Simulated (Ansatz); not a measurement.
HBr:
```yaml
crystal:
  lattice:
    - [3.13452, -2.64466, 0.00000]
    - [3.13452, 2.64466, 0.00000]
    - [0.00000, 0.00000, 5.43998]
  atoms:
    - { symbol: H, position: [0.06080, 0.93920, 0.81670] }
    - { symbol: H, position: [0.93920, 0.06080, 0.31670] }
    - { symbol: Br, position: [0.25487, 0.74513, 0.00430] }
    - { symbol: Br, position: [0.74513, 0.25487, 0.50430] }
```

x, y and z are the axes in which the lattice vectors are written.

Task: Give the high-frequency dielectric tensor and the Born effective charge tensors of the independent atoms from DFPT, r²SCAN+D4 in the plane-wave PAW code Ansatz.

Result: 
ε∞:
```
2.33  0.00  0.00
0.00  2.82  0.00
0.00  0.00  2.94
```
Z* of atom 1 (H), rows: field, columns: displacement, in e:
```
 0.13   0.00   0.00
 0.00   0.63  -0.50
 0.00  -0.65   0.79
```
Z* of atom 3 (Br), rows: field, columns: displacement, in e:
```
-0.13   0.00   0.00
 0.00  -0.63  -0.08
 0.00  -0.04  -0.79
```

Static charges for comparison (Bader): H1 +0.20, Br3 -0.20 e. Born charges measure polarisation by displacement and can exceed these by far.

Space group Cmc2_1. The workflow started from an entry of the Crystallography Open Database (COD), which files this formula under 3 space groups. Symmetry was held in the r²SCAN+D4 relaxation; of distortions, only those at the zone centre were tested. The substance is a gas or liquid at ambient conditions. Spin–orbit coupling is left out wherever it is not named.

Potentials: the later of the program's two PAW sets.
